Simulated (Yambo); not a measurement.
ZnS (zinc blende, space group F-43m, No. 216), G0W0@PBEsol in Yambo; all else as in the reference (4×4×4 Γ-centred k mesh, bands 5 to 151 and a 14 Ry block in the screening, 151 bands in G with the Bruneval-Gonze terminator, plasmon pole fitted at 27.2 eV). One parameter is varied: the cutoff of the wavefunctions in Yambo, over 10, 20, 30, 50, 84 Ry.

From which value on does the gap Γ → Γ stay within 0.05 eV of the largest setting?

From 50 Ry on.
```json
[
 {"cutoff of the wavefunctions in Yambo (Ry)": "10", "G0W0 gap (eV)": "3.24", "valence shift (eV)": "-0.65"},
 {"cutoff of the wavefunctions in Yambo (Ry)": "20", "G0W0 gap (eV)": "3.17", "valence shift (eV)": "-0.71"},
 {"cutoff of the wavefunctions in Yambo (Ry)": "30", "G0W0 gap (eV)": "3.29", "valence shift (eV)": "-0.94"},
 {"cutoff of the wavefunctions in Yambo (Ry)": "50", "G0W0 gap (eV)": "3.42", "valence shift (eV)": "-1.09"},
 {"cutoff of the wavefunctions in Yambo (Ry)": "84", "G0W0 gap (eV)": "3.43", "valence shift (eV)": "-1.10"}
]
```
The last step of the sweep still moves the gap by 8 meV; the other settings are held fixed.

Geometry relaxed with PBEsol; primitive cell a = b = c = 3.787 Å, α = β = γ = 60.00°.

A shift is the quasiparticle energy of the state minus its PBEsol energy.
